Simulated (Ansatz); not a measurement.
**Polymorphs and borrowed structures of CaSiH6**

CaSiH6 was placed in 8 structures, borrowed from other compounds or built from prototypes, and relaxed with PBEsol and then r2SCAN+rVV10 in Ansatz, symmetry kept. Energies are static, from a final single point; gaps are the least over its mesh and special points. The cells were built from prototypes, so some may not be known phases; spin polarisation is off.

```csv
start,ends in,volume (Å³/atom),"energy, r2SCAN+rVV10 (meV/atom)","gap, r2SCAN+rVV10 (eV)",shaken (PBEsol)
LaYMg6 type (No. 38),Amm2,8.07,529,metal,falls 398 meV
LaAlH6 type (No. 166),R-3m,8.50,1,2.15,"distorts, same energy"
MgZrF6 type (No. 225),Fm-3m,13.06,133,2.82,falls 109 meV
MgTiF6 type (No. 148),R-3,9.13,53,2.18,falls 31 meV
KCrF6 type (No. 148),R-3,8.42,0,2.21,returns (8 atoms)
MoWO6 type (No. 8),Amm2,17.00,200,3.01,falls 207 meV
CuSnF6 type (No. 2),P-1,8.75,30,1.80,returns (8 atoms)
TaNbAl6 type (No. 123),P4/mmm,7.07,578,metal,falls 356 meV
```
Energies count from the lowest cell; the last column tells what a randomly displaced small cell does when relaxed without symmetry, which tests only the distortions that fit it.

The two lowest cells, from KCrF6 type (No. 148) and LaAlH6 type (No. 166), differ by 1 meV an atom, too little for a functional to decide. With PBEsol some shaken cells land within 15 meV an atom of the lowest symmetric one. Other structures, not tried here, could lie lower.

The falls are PBEsol's, in meV an atom on the shaken cell's own mesh; a cell that falls isn't a minimum, and its place in the table may change once it distorts.

The cells in order of energy (the first three):
- KCrF6 type (No. 148): R-3, 8.42 Å³ an atom. Around Ca lie 12 H at 2.36–2.39 Å; around Si lie 6 H at 1.59 Å; around H lie 1 Si at 1.59 Å and 2 Ca at 2.36–2.39 Å.
- LaAlH6 type (No. 166): R-3m, 8.50 Å³ an atom. Around Ca lie 12 H at 2.36–2.39 Å; around Si lie 6 H at 1.59 Å; around H lie 1 Si at 1.59 Å and 2 Ca at 2.36–2.39 Å.
- CuSnF6 type (No. 2): P-1, 8.75 Å³ an atom. Ca has 12 H at 2.33–2.48 Å; Si has 6 H at 1.57–1.62 Å; H has 1 Si at 1.57 Å and 2 Ca at 2.39–2.47 Å; H has 1 Si at 1.62 Å and 2 Ca at 2.33–2.41 Å; H has 1 Si at 1.57 Å and 2 Ca at 2.38–2.48 Å.

The lowest symmetric cell:
```
CELL_PARAMETERS angstrom
3.15059 1.81899 1.95963
-3.15059 1.81899 1.95963
0.00000 -3.63799 1.95963
ATOMIC_POSITIONS crystal
Ca 0.00000 0.00000 0.00000
Si 0.50000 0.50000 0.50000
H 0.56845 0.25633 0.19101
H 0.25633 0.19101 0.56845
H 0.80899 0.43155 0.74367
H 0.74367 0.80899 0.43155
H 0.43155 0.74367 0.80899
H 0.19101 0.56845 0.25633
```
